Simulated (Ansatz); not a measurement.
O (atom) over the lowest of the grid places tried on the rigid (111) face of LaS, space group Fm-3m (No. 225) (last atom):

```xyz
7
Lattice="4.1048 0.0000 0.0000 -2.0524 3.5549 0.0000 0.0000 0.0000 27.3789" Properties=species:S:1:pos:R:3 pbc="T T T"
La    0.0000    2.3699    8.5000
S     2.0524    1.1850   10.1758
La    0.0000    0.0000   11.8516
S     0.0000    2.3699   13.5916
La    2.0524    1.1850   15.4698
S     0.0000    0.0000   16.7828
O     0.0000    1.7774   16.5924
```

These are results of DFT PBEsol, scalar-relativistic, plane waves, PAW in Ansatz 0.2.0, not measurements. Settings: cutoff 420 eV, Γ-centred mesh 9×9×1 on the computed 7-atom cell, Gaussian smearing of 0.10 eV; no spin polarisation. A dipole correction removes the field between periodic images along c.

| height over the highest slab atom (Å) | E − E_min (eV) | F_z (eV/Å) |
| --- | --- | --- |
| -0.74 | 0.674 | 2.13 |
| -0.49 | 0.220 | 1.40 |
| -0.19 | 0.000 | 0.00 |
| 0.11 | 0.219 | -1.42 |
| 0.51 | 1.089 | -2.82 |
| 1.01 | ? | ? |
| 1.81 | 4.798 | -1.63 |
| 2.81 | 5.537 | -0.25 |

**Question.** Fill in the missing row.

**Answer.** At 1.01 Å: 2.695 eV and -3.27 eV/Å.

The slab stays rigid and the adatom is held in the plane, where a sideways force can remain, so the lowest energy shown is no adsorption minimum.

The grid of places doesn't hold the threefold sites of this hexagonal cell, which may bind more strongly.

Without spin polarisation the far tail lies too high for an open-shell atom.

Spin-orbit coupling is left out, which matters for the bands of heavy elements. Spin polarisation was left out, and a magnetic state may lie lower.
